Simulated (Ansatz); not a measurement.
Input file for Ansatz (an electronic-structure program):

Ansatz 0.2 input:
```yaml
crystal:
  lattice:
    - [2.8729138457, 0.0, 0.0]
    - [0.0, 2.8729138457, 0.0]
    - [0.0, 0.0, 2.8729138457]
  atoms:
    - { symbol: Ga, position: [0.0, 0.0, 0.0] }
    - { symbol: Ni, position: [0.5, 0.5, 0.5] }
kpoints:
  mp_grid: { grid: [10, 10, 10] }
  band_path:
    path:
      - [[0.0, 0.0, 0.0], [0.0, 0.5, 0.0], [0.5, 0.5, 0.0], [0.0, 0.0, 0.0], [0.5, 0.5, 0.5], [0.0, 0.5, 0.0]]  # Γ-X-M-Γ-R-X
      - [[0.5, 0.5, 0.5], [0.5, 0.5, 0.0]]  # R-M
    npoints: 12
basis: { xc_grid: 2 }
hamiltonian:
  xc: pbesol
  pseudopotentials: { kind: paw }
magnetization: { noncollinear: true, spin_orbit: true }
scf:
  n_extra_bands: 13
  convergence: { dr2_threshold: 0.0000000001 }
  occupations: { method: gaussian, width: 0.05 }
output: { eigenvalues: true }
```

Output (shortened):

```
Pseudopotential: Ga, paw_fr, valence charge 13
Pseudopotential: Ni, paw_fr, valence charge 18
Functional definition: PBEsol
non-collinear run that drives no moment, with spin-orbit …
Crystal: 2 atoms, lattice volume = 23.712 Å³
Basis set: ecut = 420 eV, 461 PW (Γ), exchange–correlation on 40×40×40 points (8 copies of the dense FFT grid, shifted against one another)
Bands: 44, of which v1, the nominal top of the filled ones, is band 31 counted from 1 (30 counted from 0)
Symmetry: 48 space group operations + 48 with time reversal
k-points: 56 of 1000
Projection manifold: j_resolved (fully-relativistic pseudo-atomic orbitals)
SCF iter   1: F=—  HF=-9549.906818 eV  |F-HF|=—  |Δ(HF+E_count)|=         —  Δρ=1.23e-1  dr2=3.24e0  dr2_m=0.00e0 (ungated)  ethr=3.10e-3  |M|=0.00e0 ∫|m|=0.00e0 μB  |m|>n=0.0e0 m-floor=0.0e0 τ_xc=0.0e0  β_m=0.30  ⟨swp⟩=7.1  Hψ=6003  notcnv=0  defer=34
preconditioner: auto → none
SCF iter   2: F=—  HF=-9549.863537 eV  |F-HF|=—  |Δ(HF+E_count)|=   4.33e-2  Δρ=1.50e-1  dr2=3.25e0  dr2_m=0.00e0 (ungated)  ethr=3.10e-3  |M|=0.00e0 ∫|m|=0.00e0 μB  |m|>n=0.0e0 m-floor=0.0e0 τ_xc=0.0e0  β_m=0.23  ⟨swp⟩=3.7  Hψ=2602  notcnv=0  defer=408
SCF iter   3: F=—  HF=-9549.406504 eV  |F-HF|=—  |Δ(HF+E_count)|=   4.57e-1  Δρ=2.66e-2  dr2=1.50e-1  dr2_m=0.00e0 (ungated)  ethr=3.10e-3  |M|=0.00e0 ∫|m|=0.00e0 μB  |m|>n=0.0e0 m-floor=0.0e0 τ_xc=0.0e0  β_m=0.36  ⟨swp⟩=2.3  Hψ=1844  notcnv=0  defer=396
SCF iter   4: F=—  HF=-9549.369152 eV  |F-HF|=—  |Δ(HF+E_count)|=   3.74e-2  Δρ=6.99e-3  dr2=3.52e-3  dr2_m=0.00e0 (ungated)  ethr=4.84e-4  |M|=0.00e0 ∫|m|=0.00e0 μB  |m|>n=0.0e0 m-floor=0.0e0 τ_xc=0.0e0  β_m=0.40  ⟨swp⟩=2.2  Hψ=1768  notcnv=0  defer=404
SCF iter   5: F=—  HF=-9549.370954 eV  |F-HF|=—  |Δ(HF+E_count)|=   1.80e-3  Δρ=3.71e-3  dr2=1.07e-3  dr2_m=0.00e0 (ungated)  ethr=1.13e-5  |M|=0.00e0 ∫|m|=0.00e0 μB  |m|>n=0.0e0 m-floor=0.0e0 τ_xc=0.0e0  β_m=0.64  ⟨swp⟩=2.3  Hψ=1777  notcnv=0  defer=404
SCF iter   6: F=—  HF=-9549.371335 eV  |F-HF|=—  |Δ(HF+E_count)|=   3.81e-4  Δρ=8.78e-4  dr2=1.37e-4  dr2_m=0.00e0 (ungated)  ethr=3.47e-6  |M|=0.00e0 ∫|m|=0.00e0 μB  |m|>n=0.0e0 m-floor=0.0e0 τ_xc=0.0e0  β_m=0.73  ⟨swp⟩=2.1  Hψ=1386  notcnv=0  defer=404
SCF iter   7: F=—  HF=-9549.371316 eV  |F-HF|=—  |Δ(HF+E_count)|=   1.91e-5  Δρ=9.13e-5  dr2=1.29e-6  dr2_m=0.00e0 (ungated)  ethr=4.43e-7  |M|=0.00e0 ∫|m|=0.00e0 μB  |m|>n=0.0e0 m-floor=0.0e0 τ_xc=0.0e0  β_m=0.78  ⟨swp⟩=1.6  Hψ=1102  notcnv=0  defer=404
SCF iter   8: F=—  HF=-9549.371311 eV  |F-HF|=—  |Δ(HF+E_count)|=   4.83e-6  Δρ=5.11e-6  dr2=8.47e-9  dr2_m=0.00e0 (ungated)  ethr=4.16e-9  |M|=0.00e0 ∫|m|=0.00e0 μB  |m|>n=0.0e0 m-floor=0.0e0 τ_xc=0.0e0  β_m=0.79  ⟨swp⟩=2.1  Hψ=1736  notcnv=0  defer=404
SCF iter   9: F=-9549.371311 eV  HF=-9549.371311 eV  |F-HF|=3.64e-11  |Δ(HF+E_count)|=   2.40e-9  Δρ=6.35e-7  dr2=7.56e-11  dr2_m=0.00e0 (ungated)  ethr=1.00e-12  |M|=0.00e0 ∫|m|=0.00e0 μB  |m|>n=0.0e0 m-floor=0.0e0 τ_xc=0.0e0  ⟨swp⟩=7.9  Hψ=5918  notcnv=0
SCF 1 converged in 9 iterations: F = -9549.371311 eV  dr2 = 7.56e-11
NSCF: frozen V_eff on 74 k-points
SCF converged after 9 iterations
Magnetization: |M| = 0.0000 μB,  M = (+0.0000, +0.0000, +0.0000) μB
Absolute magnetization: 0.0000 μB (∫|m|)
  site 0: m = (+0.0000, +0.0000, +0.0000) μB, |m| = 0.0000 μB  (R = 1.03 Å)
  site 1: m = (+0.0000, +0.0000, +0.0000) μB, |m| = 0.0000 μB  (R = 1.03 Å)
Free energy (F): -9549.371311 eV
Harris-Foulkes:  -9549.371311 eV  (|F-HF|=3.64e-11)
Internal energy: -9549.368705 eV  (E = F + TS)
E sigma→0 (E₀):  -9549.370008 eV
Entropy (-TS):   -0.002606 eV (-1.303 meV/atom)
Fermi energy:    16.903088 eV
--- Per-component energies (eV) ---
  E_band       = -258.653905
  E_kinetic    = 404.234343
  E_local      = -5126.688641  (includes V_loc(G=0)·N_el)
  E_nonlocal   = 1067.704104
  E_hartree    = 2255.347148
  E_xc         = -154.485929
  E_vxc        = -169.484675  (∫ρ·V_xc dr)
  E_paw        = -3550.479922  (= ΣΔE_a)
  E_vpaw       = -945.112911  (= ΣTr[D̂ρ^β])
  E_aug_tail   = 0.000333  (compensation charges beyond the density's cutoff)
  E_ewald      = -4446.064444
  E_core_change = 1.064303  (= ΣΔE_core)
  E_smearing   = -0.002606  (= −TS)
  E_closure    =  0.000000  (closes the sum)
  Σ components = -9549.371311   (vs F -9549.371311, Δ=0.00e0)
  [band-id]    e_kinetic+e_local+e_nonlocal+2·e_hartree+e_vxc+e_vpaw+e_augmentation_tail = -258.653150   (vs E_band -258.653905, Δ=7.55e-4)
--- Band table (eV; the first three rows and the last of 56) ---
  k-point 0: bands = ["-86.1152", "-86.1152", "-48.1600", "-48.1600", "-45.9652", "-45.9652", "-45.9652", "-45.9652", "1.4393", "1.4393", "1.4393", "1.4393", "1.9533", "1.9533", "1.9533", "1.9533", "2.1045", "2.1045", "4.4638", "4.4638", "13.8462", "13.8462", …
  k-point 1: bands = ["-86.1150", "-86.1150", "-48.1606", "-48.1606", "-45.9668", "-45.9668", "-45.9650", "-45.9650", "1.4427", "1.4427", "1.4560", "1.4560", "1.9529", "1.9529", "1.9532", "1.9532", "2.0987", "2.0987", "4.6529", "4.6529", "13.8166", "13.8166", …
  k-point 2: bands = ["-86.1147", "-86.1147", "-48.1622", "-48.1622", "-45.9709", "-45.9709", "-45.9645", "-45.9645", "1.4512", "1.4512", "1.4932", "1.4932", "1.9513", "1.9513", "1.9562", "1.9562", "2.0856", "2.0856", "5.2213", "5.2213", "13.5836", "13.5836", …
  k-point 55: bands = ["-86.1106", "-86.1106", "-48.1779", "-48.1779", "-45.9861", "-45.9861", "-45.9861", "-45.9861", "1.4762", "1.4762", "1.4762", "1.4762", "1.8235", "1.8235", "2.1669", "2.1669", "2.1669", "2.1669", "12.4606", "12.4606", "12.4610", …
```

Cost: about 15 core-seconds (a rough figure) on shared cores.

Space group Pm-3m (CsCl type). The workflow started from a Materials Project entry (that database holds measured and hypothetical structures alike); the Crystallography Open Database files this formula in space group No. 221, but the cells were not matched. Its standing as an ambient phase is unchecked. The PBEsol relaxation kept the symmetry of its start; of distortions, only those at the zone centre were tested. No spin polarisation was allowed.

Potentials: the later of the program's two PAW sets.

Ansatz is a plane-wave DFT program.
